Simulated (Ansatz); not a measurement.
Relaxed BAs (zinc blende):

```yaml
crystal:
  lattice:
    - [0.00000, 2.40467, 2.40467]
    - [2.40467, 0.00000, 2.40467]
    - [2.40467, 2.40467, 0.00000]
  atoms:
    - { symbol: As, position: [0.75000, 0.75000, 0.75000] }
    - { symbol: B, position: [0.00000, 0.00000, 0.00000] }
```

In each cell atom 2 (B, nearest neighbour As at 2.083 Å; its periodic images, 3.4 Å or more away, move with it) moves by s·(0.577, 0.577, 0.577) (along Cartesian [111]), the rest being held.

These are PBE (plane waves to 420 eV, PAW, scalar-relativistic; Ansatz, a quantum-chemistry and plane-wave program) values and carry that method's errors. k mesh 10×10×10 (Γ-centred), Fermi-Dirac smearing 0.05 eV. Energies are smeared free energies. Left out: 1 of 11 points, with atoms too close for the PAW data. As the smearing reaches across the gap at some points, energies and forces of such displacements shift with the k mesh and the smearing. BAs was relaxed with its symmetry unable to fall. ΔE is measured from the undisplaced structure. The last digit holds for this mesh only.

```json
[
 {"s (Å)": "-0.496", "ΔE (meV/cell)": "3158.0"},
 {"s (Å)": "-0.372", "ΔE (meV/cell)": "1573.7"},
 {"s (Å)": "-0.248", "ΔE (meV/cell)": "626.6"},
 {"s (Å)": "-0.124", "ΔE (meV/cell)": "139.1"},
 {"s (Å)": "0.000", "ΔE (meV/cell)": "0.0"},
 {"s (Å)": "0.124", "ΔE (meV/cell)": "106.6"},
 {"s (Å)": "0.248", "ΔE (meV/cell)": "360.1"},
 {"s (Å)": "0.372", "ΔE (meV/cell)": "664.4"},
 {"s (Å)": "0.496", "ΔE (meV/cell)": "951.5"},
 {"s (Å)": "0.620", "ΔE (meV/cell)": "1181.8"}
]
```

Problem. What force constant k = d²E/ds² at s = 0 does the table give?

Solution. 16 eV/Å². It is the second difference of the nearest points, corrected with the next pair.

Problem. With k = 15.99 eV/Å² from the forces, is the well harmonic out to s = 0.620 Å?

Solution. ½ks² = 3073 meV/cell against the computed 1182 meV/cell, so the well is softer than harmonic there.

(A displaced cell: forces are minus the slopes of the energy, force constants its curvatures, and phonons follow from these.)
